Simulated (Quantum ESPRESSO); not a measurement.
## SrCl$_{2}$ (changed cell): magnetic shieldings

```xyz
3
Lattice="0.0000 3.4822 3.5347 3.4822 0.0000 3.5347 3.4822 3.4822 0.0000" Properties=species:S:1:pos:R:3 pbc="T T T"
Sr     0.0000     0.0000     0.0000
Cl     5.2234     5.2234     5.3021
Cl     1.7411     1.7411     1.7674
```
The cell was made here from a computed Materials Project entry: strained by +1 % along the cube axis and by -0.5 % across it, atoms relaxed (PBE without dispersion, pw.x of a modified build of Quantum ESPRESSO, symmetry kept). The parent is SrCl2 in Fm-3m; whether this form has been observed was not checked. Stability against distortions was not tested.

These are absolute shieldings with no macroscopic susceptibility term; δ = σ_ref − σ needs a reference computed alike. In our sweeps, cutoffs and meshes of this size left a few ppm, and up to some 20 ppm on atoms from Zn on. No spin–orbit coupling; Sr is the heaviest element present. The datasets of Cl hold no d projectors, which limits absolute σ on these atoms.

Ω = σ33 − σ11 of the symmetric part; where symmetry doesn't make it nil, it is less certain than σ_iso.

What do the calculations give at each independent site (shieldings by PBE GIPAW (Quantum ESPRESSO, JTH PAW datasets), 25 Ha, k-mesh 4×4×4 shifted, f-sum rule met within 0.002 %)?


```
site             site symmetry  σ_iso (ppm)  span Ω (ppm)
---------------  -------------  -----------  ------------
Sr (atom 1)              4/mmm         2939             7
Cl (atoms 2, 3)           -4m2          741             5
```
